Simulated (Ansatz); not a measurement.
**InP: excitons and shallow donors from band masses and screening**

Level of theory: DFT r2SCAN, scalar-relativistic, plane waves, PAW in Ansatz 0.2.0.

Plane waves to 500 eV, a k mesh through Γ of 8×8×8 on the computed 2-atom cell and Gaussian smearing (0.02 eV); no spin polarisation.

Relaxed cell: F-43m, a = 5.907 Å, b = 5.907 Å, c = 5.907 Å, α = 90.00°, β = 90.00°, γ = 90.00°, 2 atoms in the primitive cell.

The calculation gives a Kohn–Sham gap of 1.03 eV, an electron mass of 0.0745 mₑ and a hole mass of 0.166 mₑ (harmonic means over x, y, z and over the bands degenerate at each edge), and ε∞ = 9.84 (independent particles, mean of the diagonal).

Task: Estimate the binding energy and radius of a Wannier–Mott exciton and of a shallow donor, and say whether the hydrogenic model can hold.

Result: The reduced mass is μ = mₙmₕ/(mₙ + mₕ) = 0.0514 mₑ, with mₙ and mₕ the band masses. With E_b = 13.606 eV × μ/ε² and a = 0.529 Å × ε/μ (μ in mₑ) the exciton has E_b = 7.2 meV and a = 101 Å. For a donor μ is the electron mass: 10.5 meV and 70 Å. The exciton's radius is 24 times the shortest lattice vector (4.18 Å), so the continuum picture is reasonable. In a polar crystal the ions screen too, so a state bound more weakly than an optical phonon feels the larger static constant, which lowers the energy and widens the orbit. The other way, the small Kohn–Sham gap and the missing local fields make ε∞ too large and the masses tend to be too light, which underbinds.